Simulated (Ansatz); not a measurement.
LiPd in space group P-6m2 (No. 187; Li on 1a, Pd on 1d), DFT-PBE in the program Ansatz with PAW potentials, all energies at zero smearing, with the estimated change up to a 700 eV cutoff added, with one set of potentials and settings (totals compare only within such a set). Cell of 2 atoms (1 Li, 1 Pd): -7178.421 eV.

| element | reference phase | E (eV/atom) |
|---|---|---|
| Li | Fm-3m, 1 atoms in the cell | -204.6902 |
| Pd | Fm-3m, 1 atoms in the cell | -6972.8544 |

Formation energy per atom, worked out: (-7178.421 − 1×(-204.6902) − 1×(-6972.8544))/2 = -0.438 eV/atom (-42 kJ per mol of atoms), at 0 K, without zero-point energy or fitted corrections.

The workflow started from a Materials Project entry (that database holds measured and hypothetical structures alike); the Crystallography Open Database files this formula in space group No. 187, but the cells were not matched. Whether it is the stable phase at ambient conditions was not checked. Symmetry was held in the PBE relaxation; whether a distortion lowers the energy is not shown. The run is not spin-polarised. The references are the lowest solids computed at this level, not always the standard phases.

Potentials: the later of the program's two PAW sets.
